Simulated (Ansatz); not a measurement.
# Fe2Sb, a known structure type with other elements, at an estimated volume

```
Fe Sb
1.0
     3.76431    0.00000    0.00000
     0.00000    3.76431    0.00000
     0.00000    0.00000    6.19912
Fe Sb
4 2
Direct
  0.00000 0.00000 0.00000
  0.50000 0.50000 0.00000
  0.00000 0.50000 0.33000
  0.50000 0.00000 0.67000
  0.00000 0.50000 0.73500
  0.50000 0.00000 0.26500
```

Level: r2SCAN, no spin polarisation; 500 eV; 9×9×6 Γ-centred mesh; fermi-dirac occupations (width 0.1 eV); Ansatz 0.2.0, fixed geometry.

- Electronic structure: It is a metal, with about 12 states/eV a cell as the mean within 0.25 eV of the Fermi level, mostly Fe d (96 %).
- Charges: Bader charges in e: Fe +0.00 to +0.18, Sb -0.19. In the mean Fe gives up most and Sb takes most.
- Formation energy: 0.84 eV an atom against the elements' usual phases (free molecules for gases, crystals otherwise, with no correction for O₂ or N₂), so at this geometry it isn't bound against them. Relaxing would lower it.
- Stress: The pressure is -4.8 GPa (compression positive), so with the atoms held at these fractions the cell would first shrink; the forces are large, so a full relaxation may end otherwise. The principal stresses -6.4, -3.9, -3.9 GPa differ, so its shape would change too.
- Contacts: Fe–Sb at 2.50 Å: least valence density 0.43 e/Å³ and ELF 0.36 there. Fe–Fe at 2.66 Å: least valence density 0.30 e/Å³ and ELF 0.36 there. These are pseudo-fields; inside the PAW spheres they differ from the all-electron ones.

Origin: a known structure type with other elements, at an estimated volume, so it need not be a known compound. Caveats: no spin polarisation, so a magnetic state may lie lower.
